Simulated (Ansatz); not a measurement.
GaAs:
```xyz
8
Lattice="7.0237 0.0000 0.0000 0.0000 7.0237 0.0000 0.0000 0.0000 4.0619" Properties=species:S:1:pos:R:3 pbc="T T T"
Ga     2.2753     4.7484     0.0000
Ga     4.7484     2.2753     0.0000
Ga     5.7872     5.7872     2.0310
Ga     1.2365     1.2365     2.0310
As     2.2350     2.2350     0.0000
As     4.7887     4.7887     0.0000
As     1.2769     5.7469     2.0310
As     5.7469     1.2769     2.0310
```

Relaxed with PBE. Special points in fractions of this cell's reciprocal vectors: Γ (0.000, 0.000, 0.000); X (0.000, 0.500, 0.000); M (0.500, 0.500, 0.000); Z (0.000, 0.000, 0.500); R (0.000, 0.500, 0.500); A (0.500, 0.500, 0.500).

List the band energies nearest the valence-band maximum at these points for plane-wave PAW PBE (Ansatz code).

In eV from the valence-band maximum; about four levels below and three above (degenerate sets whole), none deeper than 8.9 eV; points with the same levels are listed once.

| k | below | above |
|---|---|---|
| Γ | -0.28 -0.11 0.00 0.00 | 0.21 1.13 1.43 1.43 |
| X | -1.04 -1.04 -0.65 -0.65 | 1.74 1.74 1.86 1.86 |
| M | -1.38 -1.38 -1.18 -1.18 | 1.67 1.67 2.30 2.30 |
| Z | -2.04 -2.04 -2.02 -2.02 | 2.37 2.37 3.67 3.67 |
| R | -1.84 -1.84 -1.13 -1.13 | 1.76 1.76 2.48 2.48 |
| A | -1.59 -1.59 -1.53 -1.53 | 0.67 0.67 2.11 2.11 |

Space group P4_2/mnm. The start of the workflow was typed in or built on a structure type; neither database checked (COD, Materials Project) lists it. It is not the phase usual at ambient conditions (space group No. 216). Symmetry was held in the PBE relaxation; whether a distortion lowers the energy is not shown. The volume moved by 22 % from the start of the relaxation. Spin–orbit coupling is left out wherever it is not named.

Potentials: the earlier of the program's two PAW sets.
